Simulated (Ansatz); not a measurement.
Q: Each is relaxed and computed with plane-wave PAW r²SCAN (Ansatz code). Which is the only metal?
A) AlInSb2, P-4m2 (Al on 1a, In on 1c, Sb on 2g)
B) Al2O3, bixbyite
C) Mo2RuSe4, P-1 (Pearson symbol aP14)
D) Al2Mo3C, P4_132 (Al on 8c, Mo on 12d, C on 4a)

A: D, Al2Mo3C, P4_132 (Al on 8c, Mo on 12d, C on 4a). Al2Mo3C: metal; Al2O3: gap 6.31 eV (indirect); AlInSb2: gap 0.95 eV (direct); Mo2RuSe4: gap 0.59 eV (direct). Built on a structure type that need not be the filed one of that space group: Al2O3, bixbyite. Not the usual ambient phase: Al2O3, bixbyite. Standing as an ambient phase not checked: Al2Mo3C, P4_132 (Al on 8c, Mo on 12d, C on 4a); AlInSb2, P-4m2 (Al on 1a, In on 1c, Sb on 2g); Mo2RuSe4, P-1 (Pearson symbol aP14). Perhaps ordered models of mixed-site phases: AlInSb2, P-4m2 (Al on 1a, In on 1c, Sb on 2g); Mo2RuSe4, P-1 (Pearson symbol aP14). All cells were relaxed under the symmetry of their starts (and spin orders); stability against distortions was not tested throughout. Rows with no word on spin ran without spin polarisation. Scalar-relativistic: spin–orbit coupling is off unless named, which matters more the heavier the elements.

Potentials: the later of the program's two PAW sets.
